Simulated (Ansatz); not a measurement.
Relaxed candidate structures of K:

A. P6/mmm (No. 191), hP3; a = 7.4506 Å, b = 7.4506 Å, c = 4.4473 Å, α = 90.00°, β = 90.00°, γ = 120.00°; K 1a (0.000, 0.000, 0.000); K 2d (0.333, 0.667, 0.500)

B. P6/mmm (No. 191), hP1, AFLOW prototype A_hP1_191_a (A_f, as in Sn); a = b = 4.486 Å, c = 4.223 Å, α = β = 90.00°, γ = 120.00°; K 1b (0.000, 0.000, 0.500)

C. P4₃2₁2 (No. 96), tP12; a = b = 8.127 Å, c = 13.329 Å, α = β = γ = 90.00°; K 4a (0.177, 0.177, 0.000); K 8b (0.177, 0.192, 0.333)

D. Fmmm (No. 69), oF12; a = 8.049 Å, b = 8.485 Å, c = 15.283 Å, α = β = γ = 90.00°; K 4a (0.000, 0.000, 0.000); K 8c (0.000, 0.250, 0.250)

Order them by energy per atom (lowest first) at the level PBEsol (plane waves to 420 eV, PAW, scalar-relativistic; Ansatz, an electronic-structure program).

A (reference), C (+0.03 eV/atom), B (+0.05 eV/atom), D (+0.14 eV/atom)

The lowest structure calculated, Fm-3m, cF4, fcc (Cu type), is not among these; it lies 0.01 eV/atom below the lowest of them. Probably no minimum, since a slightly shaken restart fell lower: Fmmm, oF12 (by 0.15 eV/atom, to P-1). Each run could gain symmetry but not lose that of its start, so entries can be saddle points. All of these are generated cells (placed on structure types, drawn at random, substituted or restacked) that were not matched to a known phase here. Static energies at zero pressure. No spin polarisation in the result.
